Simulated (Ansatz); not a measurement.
An Ansatz (a program for electronic structure) run. Input:

Ansatz 0.2 input:
```yaml
crystal:
  lattice:
    - [3.241367506, 0.0, 0.0]
    - [-1.620683753, 2.8071066032, 0.0]
    - [0.0, 0.0, 3.193971987]
  atoms:
    - { symbol: Mo, position: [0.0, 0.0, 0.0] }
    - { symbol: P, position: [0.3333333333, 0.6666666667, 0.5] }
kpoints:
  mp_grid: { grid: [14, 14, 13] }
basis: { xc_grid: 2 }
hamiltonian:
  xc: pbe
  pseudopotentials: { kind: paw }
scf:
  occupations: { method: gaussian, width: 0.05 }
checkpoint: { read: metal.run }
output: { write_density: true, elf: true, volumetric_format: npy }
```

Output (shortened):

```
Pseudopotentials: kind: paw
Pseudopotential: Mo, paw, valence charge 14
Pseudopotential: P, paw, valence charge 5
Functional definition: PBE
Crystal: 2 atoms, lattice volume = 29.062 Å³
Basis set: ecut = 420 eV, 575 PW (Γ), exchange–correlation on 48×48×48 points (8 copies of the dense FFT grid, shifted against one another)
Bands: 18, of which v1, the nominal top of the filled ones, is band 10 counted from 1 (9 counted from 0)
Symmetry: 12 space group operations
Space group: P-6m2 (ITA 187), of the structure as read, at distance tolerance 3.1e-5 Å
k-points: 168 of 2548 (time reversal used)
Initial density: read from a saved state, or passed on in memory by an earlier SCF of this step, an earlier step, the calling program or the single point that …
Stability of the state it starts from, as read at its close in the unpolarized treatment …
Initial wavefunctions: pseudopotential atomic-orbital guess
Eigensolver: davidson
Functional: x = pbe(κ = 0.804, μ = 0.2195149727645171), c = pbe(β = 0.06672455060314922)
iter 1 solved again at ethr=2.03e-7 eV; its pass at ethr=3.10e-3 eV (dr2=3.86e-5 eV) is discarded
SCF iter   1: F=—  HF=-5713.068044 eV  |F-HF|=—  |Δ(HF+E_count)|=         —  Δρ=7.53e-7  dr2=1.13e-10  ethr=2.03e-7  ⟨swp⟩=2.9  Hψ=24879  notcnv=0
all-band conjugate gradients solve this SCF's bands
preconditioner: auto → none
SCF iter   2: F=-5713.068044 eV  HF=-5713.068044 eV  |F-HF|=1.18e-11  |Δ(HF+E_count)|=   1.43e-8  Δρ=3.86e-7  dr2=2.35e-11  ethr=1.00e-12  ⟨swp⟩=6.1  Hψ=11098  notcnv=0
SCF 1 converged in 2 iterations: F = -5713.068044 eV  dr2 = 2.35e-11
SCF converged after 2 iterations
Free energy (F): -5713.068044 eV
Harris-Foulkes:  -5713.068044 eV  (|F-HF|=1.18e-11)
Internal energy: -5713.067059 eV  (E = F + TS)
E sigma→0 (E₀):  -5713.067552 eV
Entropy (-TS):   -0.000984 eV (-0.492 meV/atom)
Fermi energy:    16.999634 eV
--- Per-component energies (eV) ---
  E_band       = -66.981275
  E_kinetic    = 516.634455
  E_local      = -1034.905728  (includes V_loc(G=0)·N_el)
  E_nonlocal   = 176.231762
  E_hartree    = 359.779778
  E_xc         = -247.244334
  E_vxc        = -292.871282  (∫ρ·V_xc dr)
  E_paw        = -3770.777720  (= ΣΔE_a)
  E_vpaw       = -151.630174  (= ΣTr[D̂ρ^β])
  E_aug_tail   = 0.000053  (compensation charges beyond the density's cutoff)
  E_ewald      = -1712.785326
  E_smearing   = -0.000984  (= −TS)
  E_closure    = 0.000000  (closes the sum)
  Σ components = -5713.068044   (vs F -5713.068044, Δ=0.00e0)
  [band-id]    e_kinetic+e_local+e_nonlocal+2·e_hartree+e_vxc+e_vpaw+e_augmentation_tail = -66.981357   (vs E_band -66.981275, Δ=-8.23e-5)
--- Band table (eV; the first three rows and the last of 168) ---
  k-point 0: bands = ["-44.1952", "-18.3360", "-18.1429", "-18.1429", "3.1665", "12.9085", "13.7188", "13.7188", "16.3410", "17.2791", "17.2791", "21.0782", "21.0782", "22.4797", "25.8807", "25.8807", "25.9119", "30.5494"]
  k-point 1: bands = ["-44.1941", "-18.3528", "-18.1415", "-18.1415", "3.2618", "12.7911", "13.7638", "13.7638", "16.2894", "17.0328", "17.0328", "21.2727", "21.2727", "22.5645", "25.7765", "25.7765", "26.2889", "30.8681"]
  k-point 2: bands = ["-44.1910", "-18.3991", "-18.1374", "-18.1374", "3.5399", "12.3804", "13.8913", "13.8913", "16.3051", "16.4913", "16.4913", "21.5098", "21.5098", "22.7957", "25.8089", "25.8089", "27.2714", "31.6068"]
  k-point 167: bands = ["-44.1436", "-18.5392", "-18.3534", "-18.3002", "6.2146", "10.2876", "11.3438", "13.6975", "15.6943", "18.5548", "20.1768", "20.7599", "21.3795", "21.9879", "22.8384", "27.1105", "28.5794", "31.7977"]
  band table: 18 of 18 bands, residual norms ≤ 1.0e-3 eV
```

Cost: around 2.9 core-seconds (rough) on shared cores.

The PBE relaxation kept the symmetry of its start; of distortions, only those at the zone centre were tested. No spin polarisation was allowed. Spin–orbit coupling is left out wherever it is not named.

Potentials: the later of the program's two PAW sets.

Ansatz is a plane-wave DFT program.
